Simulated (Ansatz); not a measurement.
GaAs:
```cif
data_As2Ga2
_chemical_formula_sum 'Ga2 As2'
_space_group_name_H-M_alt 'I-4m2'
_space_group_IT_number 119
_space_group_name_Hall 'I -4 -2'
_cell_length_a 5.08768
_cell_length_b 5.08768
_cell_length_c 2.88653
_cell_angle_alpha 90.000
_cell_angle_beta 90.000
_cell_angle_gamma 90.000
loop_
_atom_site_label
_atom_site_type_symbol
_atom_site_symmetry_multiplicity
_atom_site_Wyckoff_symbol
_atom_site_fract_x
_atom_site_fract_y
_atom_site_fract_z
_atom_site_occupancy
Ga1 Ga 2 c 0.00000 0.50000 0.25000 1
As1 As 2 a 0.00000 0.00000 0.00000 1
```
(The calculation used a cell of 2 atoms; values per cell refer to that cell.)

Relaxed at zero pressure with DFT-r²SCAN in the program Ansatz with PAW potentials.

Question: The volume is lowered by 3 % and shape and atoms relax at that volume. What pressure results, and how do the axes share the change?

Answer: 2.4 GPa; a -0.8 %, b -0.8 %, c -1.4 %; the energy rises by 4 meV/atom.

Question: Give the new structure.

Answer: 
Space group I-4m2 (No. 119); a = 5.0461 Å, b = 5.0461 Å, c = 2.8463 Å, α = 90.00°, β = 90.00°, γ = 90.00°

```tsv
atom	site	symmetry	x	y	z
Ga	2c	-4m2	0.0000	0.5000	0.2500
As	2a	-4m2	0.0000	0.0000	0.0000
```

The phase is kept; no other phase was compared at this pressure.

The first step of the workflow began from a Materials Project structure, measured or hypothetical; the Crystallography Open Database copy checked does not list it. It is not the phase usual at ambient conditions (space group No. 216). The r²SCAN relaxation kept the symmetry of its start; of distortions, only those at the zone centre were tested.

Potentials: the later of the program's two PAW sets.
